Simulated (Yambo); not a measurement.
Material: KCl (rock salt, space group Fm-3m, No. 225) under isotropic strain of -0.7 % on all lattice vectors; a = 4.3827 Å, b = 4.3827 Å, c = 4.3827 Å, α = 60.00°, β = 60.00°, γ = 60.00° (2 atoms in the cell). The PBEsol cell relaxed from Materials Project entry mp-23193 was given an isotropic strain of -0.7 % on all lattice vectors, and the atoms were relaxed again.

With PBEsol (pw.x of Quantum ESPRESSO, ONCV potentials, scalar-relativistic), the gap between the mesh's edge points (Γ → Γ) is 5.176 eV.

Task: Estimate the G0W0 gap between the same points from Yambo (4×4×4 Γ-centred k mesh, 136 bands and a 10 Ry block in the screening, 136 bands in G with the Bruneval-Gonze terminator, plasmon pole fitted at 27.2 eV).

Result: The correction is 3.092 eV, giving 8.268 eV, 1.6 times the PBEsol value.  Convergence of the G0W0 settings was not tested.
